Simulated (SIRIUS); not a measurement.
SIRIUS run on Zr (Ibam, 6 atoms in the cell; from Materials Project mp-1077723, lattice scaled a little): self-consistent single point.

Method: LDA (PW92), PseudoDojo 0.4 standard norm-conserving LDA (tails mended) pseudopotentials (plane waves; SIRIUS 7.12.0).

```xyz
6
Lattice="-2.6791 4.1122 3.0654 2.6791 -4.1122 3.0654 2.6791 4.1122 -3.0654" Properties=species:S:1:pos:R:3 pbc="T T T"
Zr     0.0000     0.0000     1.5327
Zr     0.0000     0.0000     4.5980
Zr     0.4197     2.6542     0.0000
Zr     2.2594     1.4580     3.0654
Zr     3.0988     1.4580     0.0000
Zr    -0.4197     2.6542     3.0654
```

Reference input (self-consistent single point, DFT, LDA (PW92), plane waves, PseudoDojo 0.4 standard norm-conserving LDA (tails mended) pseudopotentials): parameters.ngridk = 4 4 4; parameters.xc_functionals = [XC_LDA_X, XC_LDA_C_PW]; parameters.gk_cutoff = 8.367 1/bohr; parameters.pw_cutoff = 16.734 1/bohr; parameters.shiftk = 1 1 1; parameters.smearing = cold; parameters.smearing_width = 0.00499791 Ha; potentials = PseudoDojo 0.4 standard norm-conserving LDA (tails mended) pseudopotentials; parameters.electronic_structure_method = pseudopotential; parameters.num_bands = 43; parameters.num_mag_dims = 0; parameters.num_dft_iter = 100. This run's input differs from it in these lines:

```diff
@@ -19,3 +19,3 @@
     "smearing": "cold",
-    "smearing_width": 0.00499791,
+    "smearing_width": 0.000918733,
     "num_bands": 43,
```

The program printed (abridged):

```
[find] density tolerance         : 1e-06
[find] total energy tolerance    : 1e-07
[find] iter_solver_tol (initial) : 0.01
[find] iter_solver_tol (target)  : 1e-13
[find] num_dft_iter              : 100
Charges and magnetic moments
--------------------------------------------------------------------------------
total charge          : 72.000000
[find] | SCF iteration   0 out of 100|
[diagonalize] iterative solver tolerance (occupied, empty): 0.01 0.01
[diagonalize] average number of iterations: 2
[find_efermi_generic] Newton iteration converged after 3 steps
[find] Charges and magnetic moments
[find] total charge          : 72.000000
[find] Energy
[find] smearing (-TS)                 :      -0.00002486
[find] Total energy                   :    -304.07009342 (Ha),    -608.14018684 (Ry)
[find] Free energy (E-TS)             :    -304.07011828 (Ha),    -608.14023655 (Ry)
[find] band gap (eV)                  :       0.00000000
[find] Efermi                         :       0.53032662
[find] iteration : 0, RMS (target) : 1.0639e-01 (1.0000e-06) , energy difference (target) : -3.0407e+02 (1.0000e-07)
[find] bands are converged : true
[find] iterative solver converged : false
[find] | SCF iteration   1 out of 100|
[diagonalize] iterative solver tolerance (occupied, empty): 0.005 0.005
   [... lines left out ...]
[find] Charges and magnetic moments
[find] Free energy (E-TS)             :    -304.08612696 (Ha),    -608.17225393 (Ry)
[find] band gap (eV)                  :       0.00000000
[find] Efermi                         :       0.52788438
[find] Charges and magnetic moments
[find] Free energy (E-TS)             :    -304.09543993 (Ha),    -608.19087986 (Ry)
[find] band gap (eV)                  :       0.00000000
[find] Efermi                         :       0.52309344
[find] Charges and magnetic moments
[find] Free energy (E-TS)             :    -304.09956761 (Ha),    -608.19913521 (Ry)
   [... lines left out ...]
[ground_state] atom:    1, force:       0.0000000      0.0000000     -0.0000000
[ground_state] atom:    2, force:      -0.0011485      0.0011917      0.0000000
[ground_state] atom:    3, force:       0.0011485     -0.0011917      0.0000000
[ground_state] atom:    4, force:      -0.0011485     -0.0011917      0.0000000
[ground_state] atom:    5, force:       0.0011485      0.0011917     -0.0000000
```

The run converged in 32 iterations. SIRIUS prints the stress tensor with tension positive. Against the reference run the free energy stays essentially unchanged (within 1 meV/atom), the pressure moves little (-3.02 to -3.10 GPa) and the largest force goes from 0.029 to 0.085 eV/Å.

This run is one point of a test of settings, so its values need not be converged; read them against the reference run alone. The structure comes from a collection of computed structures, made at another level of theory; the collection holds predicted forms beside known ones. Its lattice was then scaled. No clean gap shows at this smearing width and mesh (spacing up to 0.39 Å⁻¹); the mesh is coarse for partly filled bands, so the values carry mesh errors.

Cost on one core: around 8 core-minutes (rough).

“Tails mended”: in these copies of the files the far tail of each local potential was reset to the Coulomb form.
